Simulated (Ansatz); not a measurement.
The calculation used DFT PBE, scalar-relativistic, plane waves, PAW in Ansatz. All cells share a 420 eV cutoff and Γ-centred k meshes spaced at most about 0.3 Å⁻¹ (2π included). Collinear spin in cells that started with moments and kept them past the coarse steps, no spin elsewhere.

The zero of energy is the elements' standard structures at the same level (N₂ as a molecule); no fitted shifts are applied.

A relaxed structure of CdCoC4N4 has 23.12 Å³/atom, +0.428 eV/atom against the elements, a gap of 1.49 eV on its mesh, a net moment of 0.30 μB/atom:

```cif
data_structure
_symmetry_space_group_name_H-M 'P-43m'
_symmetry_Int_Tables_number 215
_cell_length_a 6.1375
_cell_length_b 6.1375
_cell_length_c 6.1375
_cell_angle_alpha 90.000
_cell_angle_beta 90.000
_cell_angle_gamma 90.000
_cell_volume 231.20
loop_
_atom_site_label
_atom_site_type_symbol
_atom_site_symmetry_multiplicity
_atom_site_Wyckoff_symbol
_atom_site_fract_x
_atom_site_fract_y
_atom_site_fract_z
_atom_site_occupancy
Cd1 Cd 1 a 0.00000 0.00000 0.00000 1
Co1 Co 1 b 0.50000 0.50000 0.50000 1
C1 C 4 e 0.20948 0.20948 0.20948 1
N1 N 4 e 0.31921 0.31921 0.31921 1
```

Question: Zn takes the place of Cd on the same sites, and the cell is relaxed. What changes?

Answer: ZnCoC4N4 has a = 5.887 Å: 20.40 Å³/atom, +0.352 eV/atom against the elements, a gap of 1.44 eV on its mesh, a net moment of 0.30 μB/atom. The volume per atom changes by -11.7 % and the formation energy by -0.076 eV/atom (from unrounded values). The gap narrows by 0.05 eV. Covalent radii: Cd 1.44 Å, Zn 1.22 Å; electronegativities 1.69 and 1.65. The cell follows the size of the atom. Zn has 4 C at 2.01 Å; around Co lie 4 N at 1.92 Å; C is surrounded by 1 N at 1.17 Å and 1 Zn at 2.01 Å; around N lie 1 C at 1.17 Å and 1 Co at 1.92 Å.

```cif
data_structure
_symmetry_space_group_name_H-M 'P-43m'
_symmetry_Int_Tables_number 215
_cell_length_a 5.8872
_cell_length_b 5.8872
_cell_length_c 5.8872
_cell_angle_alpha 90.000
_cell_angle_beta 90.000
_cell_angle_gamma 90.000
_cell_volume 204.05
loop_
_atom_site_label
_atom_site_type_symbol
_atom_site_symmetry_multiplicity
_atom_site_Wyckoff_symbol
_atom_site_fract_x
_atom_site_fract_y
_atom_site_fract_z
_atom_site_occupancy
Zn1 Zn 1 a 0.00000 0.00000 0.00000 1
Co1 Co 1 b 0.50000 0.50000 0.50000 1
C1 C 4 e 0.19709 0.19709 0.19709 1
N1 N 4 e 0.31143 0.31143 0.31143 1
```

The two cells were relaxed from separate starts that ended on the same group and sites; neither need be the stable form of its compound. Kohn–Sham gaps at this level usually fall short of measured ones. The reference form of C is held partly by dispersion forces, which this level lacks. Another magnetic order may lie lower. Cells relaxed within their symmetry can be saddle points.
